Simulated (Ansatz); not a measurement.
In PBEsol (plane waves, PAW; program Ansatz), Bi$_{2}$W in the monoclinic phase (C2/m; W on 4i, Bi on 4i, Bi on 4i) relaxes to a = 10.749 Å, b = 3.749 Å, c = 8.268 Å, β = 120.9°. Its formation energy from the elements is 0.59 eV/atom, with no fitted shifts.

Electronic character: metallic (no gap).

The start of the workflow was typed in or built on a structure type; neither database checked (COD, Materials Project) lists it. Whether it is the stable phase at ambient conditions was not checked. The cell was relaxed with PBEsol under the symmetry of its start; its stability against distortions is not shown here. No spin polarisation was allowed. The volume moved by -21 % from the start of the relaxation. Its formation energy is positive at this level, so the cell may be metastable or incomplete. Axis ratios of metals converge slowly with the k-mesh, so a and c are less sure than the volume. The references are the lowest solids computed at this level, not always the standard phases. Spin–orbit coupling is left out wherever it is not named.

Potentials: the earlier of the program's two PAW sets. The files were generated under PBE; for other functionals the program regenerates the frozen cores, and for LDA and PBEsol the local potential too.
